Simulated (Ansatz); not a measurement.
Cs₂PdI₆: reading a single point

```xyz
9
Lattice="-4.5447 4.5447 4.6727 4.5447 -4.5447 4.6727 4.5447 4.5447 -4.6727" Properties=species:S:1:pos:R:3 pbc="T T T"
Pd    0.0000    0.0000    0.0000
Cs    0.0000    4.5447    2.3363
Cs    4.5447    0.0000    2.3363
I     2.6704    2.6704    4.6727
I    -2.6704    2.6704    4.6727
I     1.8743    1.8743    0.0000
I     2.6704   -2.6704    4.6727
I     0.0000    0.0000    6.0750
I     0.0000    0.0000    3.2703
```

Method: r2SCAN, no spin polarisation; PAW, plane waves to 500 eV, 4×4×4 Γ-centred mesh, methfessel-paxton occupations (width 0.1071 eV) (Ansatz 0.2.0), atoms fixed.

Problem. Is it stable against the elements?

Solution. -0.92 eV an atom against the elements' usual phases (free molecules for gases, crystals otherwise, with no correction for O₂ or N₂), so it is bound against them; other compounds may still compete. Relaxing would lower it.

Problem. Is the cell too large or too small?

Solution. The pressure is 0.0 GPa (compression positive), so with the atoms held at these fractions the cell is close to zero pressure.

Problem. Metal or insulator? Give the gap.

Solution. The gap is 0.88 eV, indirect (the least direct gap found is 1.09 eV).

Problem. Describe some of the short contacts.

Solution. Pd–I at 2.65 Å: least valence density 0.45 e/Å³ and ELF 0.41 there. I–I at 2.80 Å: least valence density 0.43 e/Å³ and ELF 0.60 there. Cs–I at 4.01 Å: least valence density 0.05 e/Å³ and ELF 0.03 there, a closed-shell (ionic or weak) contact. These are pseudo-fields; inside the PAW spheres they differ from the all-electron ones.

Problem. Give the Bader charges.

Solution. Bader charges in e: Cs +0.84, Pd +0.19, I -0.41 to -0.12. In the mean Cs gives up most and I takes most.

Origin: a database entry at a rescaled volume. Caveats: no spin-orbit coupling, which can shift this gap by tenths of an eV.
